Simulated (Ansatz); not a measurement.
YbAgSeF: reading a single point

```
CELL_PARAMETERS angstrom
4.02441 0.00000 0.00000
0.00000 4.02441 0.00000
0.00000 0.00000 8.93015
ATOMIC_POSITIONS crystal
Yb 0.25000 0.25000 0.34758
Yb 0.75000 0.75000 0.65242
Ag 0.75000 0.25000 0.00000
Ag 0.25000 0.75000 0.00000
Se 0.75000 0.75000 0.19680
Se 0.25000 0.25000 0.80320
F 0.75000 0.25000 0.50000
F 0.25000 0.75000 0.50000
```

Method: LDA, with U_eff = 3.99 eV on Yb f, V = 0.79 eV between Yb f and Se p within 3.778 Å (all-electron-ortho-atomic projectors), collinear spin; PAW, plane waves to 420 eV, 6×6×3 Γ-centred mesh, fermi-dirac occupations (width 0.1062 eV) (Ansatz 0.2.0), atoms fixed.

The state carries no moments; the state need not be the lowest.

Problem. Which atom feels the largest force, and which way?

Solution. The largest is on Se5 (and as large on other atoms): 0.80 eV/Å, components (0.00, 0.00, 0.80). It makes 131° with the line to a nearest neighbour, Ag3 at 2.67 Å.

Problem. What do density and ELF say about some of the short contacts?

Solution. Yb–F at 2.43 Å: least valence density 0.25 e/Å³ and ELF 0.06 there. Ag–Se at 2.67 Å: least valence density 0.34 e/Å³ and ELF 0.27 there. Ag–Ag at 2.85 Å: least valence density 0.23 e/Å³ and ELF 0.14 there. Both are smooth PAW fields, read partly inside the augmentation spheres.

Problem. What does the stress say?

Solution. The pressure is -3.5 GPa (compression positive), so with the atoms held at these fractions the cell would first shrink. The principal stresses -4.0, -4.0, -2.3 GPa differ, so its shape would change too.

Problem. Which element gives electrons and which takes them?

Solution. Bader charges in e: Yb +1.53, Ag +0.11, Se -0.81, F -0.84. In the mean Yb gives up most and F takes most.

Problem. Metal or insulator?

Solution. Counting bands on this mesh leaves a gap of 0.11 eV, but it is narrow, so a finer mesh and a narrower smearing would have to settle it.

Origin: a known structure type with other elements, at an estimated volume, so it need not be a known compound. Caveats: the input typed no starting moments; the gap is not wide against the smearing.
